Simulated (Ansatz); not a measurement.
SrPt5: do energies and stresses tell the same story?

These are results of Ansatz 0.2.0, DFT PBEsol, scalar-relativistic, plane waves, PAW, not measurements.

Cutoff 420 eV; k points 12×12×8 on the computed 6-atom cell (Γ-centred); Gaussian smearing, width 0.10 eV; no spin polarisation.

Relaxed cell: P6/mmm, a = 5.402 Å, b = 5.402 Å, c = 4.349 Å, α = 90.00°, β = 90.00°, γ = 120.00°, 6 atoms in the primitive cell. Whether it is the stable form of this composition wasn't checked.

Energies at zero smearing and pressures from the stress tensor, at volumes with shape and atoms relaxed:
```csv
V (Å³/atom),E − E(first) (meV/atom),P (GPa)
17.218,0.00,13.06
17.767,-31.98,5.90
18.317,-41.58,-0.02
18.866,-32.66,-4.93
19.416,-8.41,-8.98
```

Check P = −dE/dV between neighbouring volumes, and get the bulk modulus from the pressures alone.

With 1 eV/Å³ = 160.2 GPa:
```json
{"middle V (Å³/atom)": "17.492", "−ΔE/ΔV (GPa)": "9.325", "mean P (GPa)": "9.481"}
{"middle V (Å³/atom)": "18.042", "−ΔE/ΔV (GPa)": "2.800", "mean P (GPa)": "2.940"}
{"middle V (Å³/atom)": "18.591", "−ΔE/ΔV (GPa)": "-2.603", "mean P (GPa)": "-2.479"}
{"middle V (Å³/atom)": "19.141", "−ΔE/ΔV (GPa)": "-7.068", "mean P (GPa)": "-6.957"}
```

The two differ by 0.16 GPa at most. The mean of two end pressures misses the average over a step by about ΔV² P″/12, up to 0.11 GPa here; with that taken off 0.05 GPa remains. The stress is the derivative of the free energy, not of the energy at zero smearing, and with free energies 0.00 GPa remains. Around V = 18.317 Å³/atom, the two neighbours give B = −V ΔP/ΔV = 18.317 × 10.84 / 1.099 = 180.6 GPa, against B0 = 179.9 GPa from the Birch–Murnaghan fit of the energies.

Spin–orbit coupling is left out, which can shift energies with elements as heavy as these.